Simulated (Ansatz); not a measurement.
GaIr:
```xyz
2
Lattice="3.0263 0.0000 0.0000 0.0000 3.0263 0.0000 0.0000 0.0000 3.0263" Properties=species:S:1:pos:R:3 pbc="T T T"
Ir     1.5131     1.5131     1.5131
Ga     0.0000     0.0000     0.0000
```

Relaxed with r²SCAN. Special points in fractions of this cell's reciprocal vectors: Γ (0.000, 0.000, 0.000); X (0.000, 0.500, 0.000); M (0.500, 0.500, 0.000); R (0.500, 0.500, 0.500).

List the band energies nearest the Fermi level at these points for the program Ansatz at the r²SCAN level (PAW).

In eV from the Fermi level; about four levels below and three above (degenerate sets whole), none deeper than 8.9 eV; points with the same levels are listed once.

```
k                                below                  above
-  -----------------------------------  ---------------------
Γ        -5.43 -5.43 -1.70 -1.70 -1.70         3.93 3.93 3.93
X              -5.06 -3.91 -3.91 -1.64  0.21 8.77 11.38 11.38
M        -3.68 -3.68 -2.91 -2.91 -0.25         2.91 3.61 8.68
R  -7.07 -7.07 -7.07 -1.55 -0.14 -0.14         3.43 3.43 3.43
```

Space group Pm-3m (CsCl type). The workflow started from an entry of the Crystallography Open Database (COD). Its standing as an ambient phase is unchecked. Symmetry was held in the r²SCAN relaxation; its stability against distortions is not shown here. No spin polarisation was allowed. Spin–orbit coupling is left out wherever it is not named.

Potentials: the later of the program's two PAW sets.
